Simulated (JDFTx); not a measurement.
An input for JDFTx (a modified build) (W(100), CANDLE, water, 1 M NaF; bohr, hartree) and the course of its log:

```
lattice \
  5.9910365274 0.0000000000 0.0000000000 \
  0.0000000000 5.9910365274 0.0000000000 \
  0.0000000000 0.0000000000 42.1408925792
coords-type Lattice
ion W 0.0000000000 0.0000000000 -0.1421668160 0
ion W 0.5000000000 0.5000000000 -0.0710834080 0
ion W 0.0000000000 0.0000000000 0.0000000000 0
ion W 0.5000000000 0.5000000000 0.0710834080 0
ion W 0.0000000000 0.0000000000 0.1421668160 0
ion-species pseudo/w_pbe_v1.2.upf
elec-cutoff 20 200
elec-ex-corr gga-PBE
coulomb-interaction Slab 001
coulomb-truncation-embed 0 0 0
kpoint-folding 8 8 1
elec-smearing Fermi 0.01
elec-n-bands 47
target-mu -0.157655
electronic-scf nIterations 100 energyDiffThreshold 1e-07
fluid LinearPCM
pcm-variant CANDLE
fluid-solvent H2O
fluid-cation Na+ 1
fluid-anion F- 1
fluid-minimize nIterations 400 knormThreshold 1e-11
wavefunction read f0.wfns
elec-initial-eigenvals f0.eigenvals
elec-initial-fillings read f0.fillings
fluid-initial-state f0.fluidState
dump-name f0_u0.$VAR
dump End State Ecomponents EigStats BandEigs Forces ElecDensity IonicPositions Fillings Kpoints Dtot FluidDebug BoundCharge FluidDensity
```

```
[one cycle in 5 is shown, and the last three; fluid-solver lines are left out]
	FillingsUpdate:  mu: -0.157655000  nElectrons: 67.239496
SCF: Cycle:  0   G: -330.074867439994932   dG: +2.314e+00   |Residual|: 1.476e-01   |deigs|: 5.311e-08
	FillingsUpdate:  mu: -0.157655000  nElectrons: 69.565078
SCF: Cycle:  5   G: -332.345330406629330   dG: -1.926e-02   |Residual|: 2.127e-02   |deigs|: 8.526e-04
	FillingsUpdate:  mu: -0.157655000  nElectrons: 69.724516
SCF: Cycle: 10   G: -332.381091185140406   dG: -1.577e-03   |Residual|: 1.018e-02   |deigs|: 1.146e-04
	FillingsUpdate:  mu: -0.157655000  nElectrons: 69.718159
SCF: Cycle: 15   G: -332.385718336847390   dG: +4.513e-03   |Residual|: 7.256e-03   |deigs|: 1.161e-03
	FillingsUpdate:  mu: -0.157655000  nElectrons: 69.825064
SCF: Cycle: 20   G: -332.390498461239929   dG: -9.726e-04   |Residual|: 1.548e-03   |deigs|: 2.729e-04
	FillingsUpdate:  mu: -0.157655000  nElectrons: 69.803595
SCF: Cycle: 25   G: -332.390710011992724   dG: -1.061e-05   |Residual|: 1.035e-04   |deigs|: 3.073e-05
	FillingsUpdate:  mu: -0.157655000  nElectrons: 69.801063
SCF: Cycle: 30   G: -332.390710745913623   dG: +2.367e-07   |Residual|: 4.987e-05   |deigs|: 1.313e-05
	FillingsUpdate:  mu: -0.157655000  nElectrons: 69.801801
SCF: Cycle: 35   G: -332.390711072515728   dG: -6.140e-07   |Residual|: 2.578e-05   |deigs|: 1.089e-05
	FillingsUpdate:  mu: -0.157655000  nElectrons: 69.802372
SCF: Cycle: 40   G: -332.390711020047149   dG: -6.665e-07   |Residual|: 6.839e-05   |deigs|: 1.188e-05
	FillingsUpdate:  mu: -0.157655000  nElectrons: 69.801858
SCF: Cycle: 45   G: -332.390711063616436   dG: -2.068e-05   |Residual|: 1.544e-05   |deigs|: 6.280e-05
	FillingsUpdate:  mu: -0.157655000  nElectrons: 69.801936
SCF: Cycle: 50   G: -332.390711045340936   dG: -2.725e-06   |Residual|: 2.907e-05   |deigs|: 2.439e-05
	FillingsUpdate:  mu: -0.157655000  nElectrons: 69.803095
SCF: Cycle: 55   G: -332.390710801029286   dG: +2.718e-07   |Residual|: 6.416e-05   |deigs|: 9.338e-06
	FillingsUpdate:  mu: -0.157655000  nElectrons: 69.802006
SCF: Cycle: 60   G: -332.390711079357686   dG: -3.099e-06   |Residual|: 1.865e-05   |deigs|: 2.476e-05
	FillingsUpdate:  mu: -0.157655000  nElectrons: 69.805812
SCF: Cycle: 65   G: -332.390706781171275   dG: +4.299e-06   |Residual|: 2.185e-04   |deigs|: 2.903e-05
	FillingsUpdate:  mu: -0.157655000  nElectrons: 69.802598
SCF: Cycle: 70   G: -332.390711027463510   dG: +6.508e-09   |Residual|: 4.659e-05   |deigs|: 7.317e-06
	FillingsUpdate:  mu: -0.157655000  nElectrons: 69.802703
SCF: Cycle: 75   G: -332.390710984400755   dG: +5.302e-08   |Residual|: 7.939e-05   |deigs|: 5.320e-06
	FillingsUpdate:  mu: -0.157655000  nElectrons: 69.801770
SCF: Cycle: 80   G: -332.390711037868016   dG: -4.054e-06   |Residual|: 1.911e-05   |deigs|: 3.000e-05
	FillingsUpdate:  mu: -0.157655000  nElectrons: 69.803905
SCF: Cycle: 85   G: -332.390710059469029   dG: +1.013e-06   |Residual|: 1.061e-04   |deigs|: 1.528e-05
	FillingsUpdate:  mu: -0.157655000  nElectrons: 69.804796
SCF: Cycle: 90   G: -332.390708758534004   dG: +2.332e-06   |Residual|: 1.532e-04   |deigs|: 2.088e-05
	FillingsUpdate:  mu: -0.157655000  nElectrons: 69.802471
SCF: Cycle: 95   G: -332.390711062511855   dG: -7.472e-08   |Residual|: 4.009e-05   |deigs|: 5.832e-06
	FillingsUpdate:  mu: -0.157655000  nElectrons: 69.801985
SCF: Cycle: 97   G: -332.390710938985592   dG: -1.831e-05   |Residual|: 6.818e-05   |deigs|: 5.657e-05
	FillingsUpdate:  mu: -0.157655000  nElectrons: 69.802899
SCF: Cycle: 98   G: -332.390710946498814   dG: -7.513e-09   |Residual|: 6.389e-05   |deigs|: 9.287e-06
	FillingsUpdate:  mu: -0.157655000  nElectrons: 69.800559
SCF: Cycle: 99   G: -332.390709689959635   dG: +1.257e-06   |Residual|: 9.803e-05   |deigs|: 2.245e-05
SCF: None of the convergence criteria satisfied after 100 iterations.
IonicMinimize: Iter:   0  G: -332.390709689959635  |grad|_K:  0.000e+00
IonicMinimize: Converged (|grad|_K<1.000000e-04).
```

This run gave no converged result. The loop ran out of cycles short of its threshold. It has stalled and not diverged: the last ten energies span 2e-05 Ha, so the total is near its end, but levels, forces and the electron count aren't shown converged.
